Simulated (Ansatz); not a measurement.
Below is a relaxed structure of SnPb3S4. The cell was found from a structure generator's guess, not taken from experiment.

Method: DFT PBE, scalar-relativistic, plane waves, PAW (Ansatz). Cutoff 420 eV, Γ-centred mesh, Gaussian smearing, no spin polarisation.

```
Sn Pb S
1.0
     5.97322    0.00000    0.00000
     0.00000    5.97322    0.00000
     0.00000    0.00000    5.97322
Sn Pb S
1 3 4
Direct
  0.00000 0.00000 0.00000
  0.50000 0.50000 0.00000
  0.00000 0.50000 0.50000
  0.50000 0.00000 0.50000
  0.00000 0.00000 0.50000
  0.50000 0.00000 0.00000
  0.00000 0.50000 0.00000
  0.50000 0.50000 0.50000
```

Formation energies are uncorrected and refer to the elements' standard structures at the same level. The references include grey tin.

Question: Find its symmetry and describe it.

Answer: Pm-3m (No. 221), with Sn and Pb ordered on rock salt sites. Conventional cell: a = 5.973 Å. Around Sn lie 6 S at 2.99 Å; Pb has 6 S at 2.99 Å; S on a site of symmetry 4/mmm is surrounded by 2 Sn at 2.99 Å and 4 Pb at 2.99 Å; S on a site of symmetry m-3m has 6 Pb at 2.99 Å.

Question: What is its formation energy per atom?

Answer: −0.51 eV/atom. A negative formation energy is needed for stability but isn't enough: competing phases decide.

Question: Is it a metal?

Answer: There is no gap on the 6×6×6 mesh, but valence and conduction bands meet within 0.015 eV, so at this level it has a zero gap rather than a metal's Fermi surface.

The last run used a 6×6×6 mesh for its 8-atom cell and Gaussian smearing of 0.10 eV. These runs have no spin–orbit coupling, which can matter for Pb. The zero gap may come from the functional, which often closes small gaps. The reference form of S is held partly by dispersion forces, which this level lacks. A later test with randomly moved atoms led to a structure 8 meV/atom lower, so this end is a saddle point or a shallow minimum.
